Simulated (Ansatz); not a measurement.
# Is this HfZr4Ge3 structure a true minimum?

It was reached by relaxing an invented guess, and it needn't be the stable form of this composition.

Level of theory: DFT PBE, scalar-relativistic, plane waves, PAW in Ansatz 0.2.0. Plane waves to 420 eV, a k mesh through Γ of 6×6×6 on the computed 16-atom cell and Gaussian smearing (0.10 eV); no spin polarisation.

The cell below (16 atoms, space group P6_322 (No. 182)) is relaxed within its symmetry.

```
Zr Hf Ge
1.0
     8.07210    0.00000    0.00000
    -4.03605    6.99064    0.00000
     0.00000    0.00000    5.62286
Zr Hf Ge
8 2 6
Direct
  0.74671 0.74671 0.00000
  0.00000 0.25329 0.00000
  0.25329 0.00000 0.00000
  0.66667 0.33333 0.25000
  0.25329 0.25329 0.50000
  0.00000 0.74671 0.50000
  0.74671 0.00000 0.50000
  0.33333 0.66667 0.75000
  0.66667 0.33333 0.75000
  0.33333 0.66667 0.25000
  0.00000 0.61067 0.00000
  0.61067 0.00000 0.00000
  0.38933 0.38933 0.00000
  0.00000 0.38933 0.50000
  0.61067 0.61067 0.50000
  0.38933 0.00000 0.50000
```

For the test it was strained at random (σ = 1.5 % a component), the atoms were moved at random (σ = 0.15 Å), and all was relaxed again on a coarse 4×3×3 mesh (in the run’s order of axes) with 0.20 eV smearing, with no symmetry imposed.

Spin–orbit coupling, which can matter for Hf, is left out.

**Question.** Is the structure stable against such a distortion?

**Answer.** It returns, within 1 meV/atom of the unmoved cell on that mesh and with the same symmetry when read at 0.1 Å (C222_1 at 0.01 Å, so small strains and shifts remain). So it is stable against the distortions that fit this cell and that this random move excites. Modes that don't fit the cell aren't tested.
